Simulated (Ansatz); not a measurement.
The elements of this relaxed trial crystal are hidden behind letters.

```
lattice vectors (Å)
   1.5919    0.9191   12.9201
  -1.5919    0.9191   12.9201
   0.0000   -1.8382   12.9201
fractional positions
X 0.2026 0.2026 0.2026
X 0.7974 0.7974 0.7974
Z 0.3965 0.3965 0.3965
Z 0.0000 0.0000 0.0000
Z 0.6035 0.6035 0.6035
Q 0.6983 0.6983 0.6983
Q 0.3017 0.3017 0.3017
Q 0.9052 0.9052 0.9052
Q 0.5000 0.5000 0.5000
Q 0.0948 0.0948 0.0948
```

Theory: DFT PBE, scalar-relativistic, plane waves, PAW (Ansatz). The final run on the 10-atom cell used 420 eV, a Γ-centred 12×12×12 mesh, 0.10 eV smearing and no spin polarisation.

* Space group: R-3m (No. 166)
* Conventional cell: a = 3.184 Å, c = 38.760 Å
* Volume per atom: 11.34 Å³
* Density: 5.65 g/cm³
* Formation energy: −0.78 eV/atom
* Gap on the 12×12×12 mesh of the 10-atom cell: 0 eV (a metal)

Energies are uncorrected and count from the elements' standard states at the same level.

Question: X is a d-block element of period 5, Z is a d-block element of period 4 and Q is a p-block element of period 2. Which elements are they?

Answer: X = Zr, Z = Ti, Q = C, so the formula is Zr2Ti3C5. Density times volume gives a mean mass of 5.65 × 11.34/1.6605 = 38.6 u per atom, and this set has 38.6 u. Zr has 6 C at 2.31 Å, 9 Zr at 3.18–3.34 Å and 3 Ti at 3.20 Å; around Ti on a site of symmetry 3m lie 6 C at 2.21 Å, 9 Ti at 3.06–3.18 Å and 3 Zr at 3.20 Å; C on a site of symmetry 3m is surrounded by 6 Ti at 2.21 Å; 3 more sites not described. Other sets within the hints have nearly the same mass, so mass alone doesn't settle it; this one was computed.

A later test with randomly moved atoms came back to the same energy, though modes that don't fit the test's cell weren't probed.
